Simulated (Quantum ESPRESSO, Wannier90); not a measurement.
Wannierisation of GaS (P6₃/mmc)

```xyz
8
Lattice="3.5933 0.0000 0.0000 -1.7966 3.1118 0.0000 0.0000 0.0000 16.0147" Properties=species:S:1:pos:R:3 pbc="T T T"
Ga     1.7966    -1.0373     5.2280
Ga    -1.7966     1.0373    -5.2280
Ga    -1.7966     1.0373    -2.7793
Ga     1.7966    -1.0373     2.7793
S      1.7966    -1.0373    -1.7112
S     -1.7966     1.0373     1.7112
S     -1.7966     1.0373     6.2962
S      1.7966    -1.0373    -6.2962
```

Structure: Materials Project mp-2507, symmetrised, not relaxed again. COD (Crystallography Open Database) has an entry of this formula and space group (matched by these alone). Method: LDA plane waves in Quantum ESPRESSO 7.5 (PseudoDojo norm-conserving files, 64 Ry, no spin polarisation, no spin-orbit coupling), Bloch states on a 4×4×4 mesh through Γ, Wannier90 4.0.1. Density: 12×12×2 mesh, cold smearing 0.01 Ry. The cell is built of weakly bound layers, chains or molecules, whose nearest atoms lie 4.00 Å apart. Database cells relaxed without dispersion often hold them too far apart, which can enlarge gaps and weakens couplings between them; spacing and stacking were not compared with the measured crystal.

A tight-binding model is made by disentanglement and projection with no localisation steps (num_iter = 0), so the 32 orbitals stay atom-like: hydrogen-like Ga: s;p; S: s;p, axes along x, y, z; frozen window up to 3.08 eV relative to the valence-band maximum. It follows pw.x to 55 meV rms for states up to 2.6 eV relative to the valence-band maximum. Matrix elements depend on this choice of orbitals and windows.

The 20 largest hoppings ⟨m,0|H|n,R⟩ between different sites (one of each Hermitian pair; signs follow the real orbitals' lobes; the list may end inside a set of equal values):

```
m            n      R  distance of the centres (Å)  t (eV)
------  ------  -----  ---------------------------  ------
Ga3 pz   Ga2 s  0 0 0                         2.76   2.398
Ga4 pz   Ga1 s  0 0 0                         2.76  -2.398
Ga3 s   Ga2 pz  0 0 0                         2.76  -2.398
Ga4 s   Ga1 pz  0 0 0                         2.76   2.398
Ga3 pz  Ga2 pz  0 0 0                         3.06   2.391
Ga4 pz  Ga1 pz  0 0 0                         3.06   2.391
Ga4 s    S6 py  1 0 0                         2.45   2.098
S5 py    Ga3 s  1 0 0                         2.45  -2.098
Ga1 s    S7 py  1 0 0                         2.45   2.098
S8 py    Ga2 s  1 0 0                         2.45  -2.098
S5 py   Ga3 py  1 0 0                         2.61   2.066
Ga4 py   S6 py  1 0 0                         2.61   2.066
S8 py   Ga2 py  1 0 0                         2.61   2.066
Ga1 py   S7 py  1 0 0                         2.61   2.066
Ga1 py    S7 s  1 0 0                         2.45  -2.064
Ga4 py    S6 s  1 0 0                         2.45  -2.064
S5 s    Ga3 py  1 0 0                         2.45   2.064
S8 s    Ga2 py  1 0 0                         2.45   2.064
Ga2 s    S8 px  0 1 0                         2.40   1.817
S6 px    Ga4 s  0 1 0                         2.40  -1.817
```
